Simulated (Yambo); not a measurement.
G0W0@LDA for SrGeP₂O₈ (space group C2/m, No. 12) in Yambo. Reference settings: 2×2×2 Γ-centred k mesh, 225 bands and a 7 Ry block in the screening, 225 bands in G with the Bruneval-Gonze terminator, plasmon pole fitted at 27.2 eV. The LDA gap (-0.5, -0.5, 0) → Γ on this mesh is 4.47 eV; G0W0 gaps are taken between the same points.

Gap ((-0.5, -0.5, 0) → Γ) in eV against the number of bands and the screening block, terminator on:

```csv
bands (W and G),2 Ry,3 Ry,4 Ry,6 Ry,7 Ry
68,8.312,7.952,7.860,7.795,7.801
96,7.893,7.529,7.442,7.391,7.401
133,7.748,7.365,7.278,7.239,7.251
179,7.692,7.296,7.207,7.176,7.192
225,7.665,7.258,7.166,7.137,7.153
```

Rough cost of the Yambo step against the reference (shared machines):

```json
[
 {"bands (W and G)": "68", "2 Ry": "1/6", "3 Ry": "1/6", "4 Ry": "1/6", "6 Ry": "1/5", "7 Ry": "1/5"},
 {"bands (W and G)": "96", "2 Ry": "1/4", "3 Ry": "1/4", "4 Ry": "1/4", "6 Ry": "1/3", "7 Ry": "1/3"},
 {"bands (W and G)": "133", "2 Ry": "1/3", "3 Ry": "1/3", "4 Ry": "1/3", "6 Ry": "1/2", "7 Ry": "~1"},
 {"bands (W and G)": "179", "2 Ry": "1/2", "3 Ry": "~1", "4 Ry": "~1", "6 Ry": "~1", "7 Ry": "~1"},
 {"bands (W and G)": "225", "2 Ry": "~1", "3 Ry": "~1", "4 Ry": "~1", "6 Ry": "~1", "7 Ry": "1"}
]
```

At the largest block the last step in bands moves the gap by -0.039 eV; at the most bands the last step in the block moves it by 0.016 eV.

Spin-orbit splittings are left out.

The standard potential for Ge keeps a d shell in the valence without the s and p states of that shell. In tests on such compounds this moved G0W0 gaps by up to about 0.9 eV, so absolute quasiparticle energies here are unreliable; differences between settings are what counts.

Geometry of the Materials Project entry, not relaxed at this level; primitive cell a = 4.6695 Å, b = 4.6695 Å, c = 7.3271 Å, α = 93.62°, β = 93.62°, γ = 65.88°.
